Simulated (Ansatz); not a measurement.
Starting cell, TiTe2 (CdI2 type):

```
TiTe2
1.0
    7.56852     0.00000     0.00000
   -1.89213     3.27727     0.00000
    0.00000     0.00000     6.60280
Ti Te
2 4
Direct
  0.00000   0.00000   0.00000
  0.50000   0.00000   0.00000
  0.16667   0.66667   0.25687
  0.66667   0.66667   0.25687
  0.33333   0.33333   0.74313
  0.83333   0.33333   0.74313
```

In each cell atom 3 (Te, nearest neighbour Ti at 2.766 Å; its periodic images, 3.8 Å or more away, move with it) moves by s·(1.000, 0.000, 0.000) (along Cartesian x), the rest being held.

Computed with r2SCAN+rVV10 (plane waves to 500 eV, PAW, scalar-relativistic; Ansatz, an electronic-structure program). k mesh 11×11×6 (Γ-centred), Fermi-Dirac smearing 0.05 eV. The energy includes the smearing's −TS. With partly filled bands, energies and forces of such displacements shift with the k mesh and the smearing. Spin-orbit coupling is left out, though Te is heavy. The PAW data are Ansatz's earlier set. TiTe2 is run without spin polarisation. TiTe2 was relaxed with its symmetry unable to fall. The zero of ΔE is the undisplaced structure. The last digit holds for this mesh only.

```tsv
s (Å)	ΔE (meV/cell)
-0.280	215.1
-0.224	137.3
-0.168	77.0
-0.112	34.2
-0.056	8.5
0.000	0.0
0.056	8.6
0.112	withheld
0.168	77.7
0.224	138.6
0.280	217.6
```

Fit a polynomial form (powers 2, 3, 4) to the given rows and predict ΔE at s = 0.112.

Least squares on the 10 given rows: ΔE = (2730)·s² + (57.76)·s³ + (376.0)·s⁴, in meV/cell with s in Å; root-mean-square residual 0.04 meV/cell. At 0.112 the fit gives 34.4 meV/cell; the calculation gives 34.5 meV/cell, so the interpolation is off by -0.1 (-0.3 %). The quadratic term alone would give 34.2 meV/cell.

(A displaced cell: forces are minus the slopes of the energy, force constants its curvatures, and phonons follow from these.)
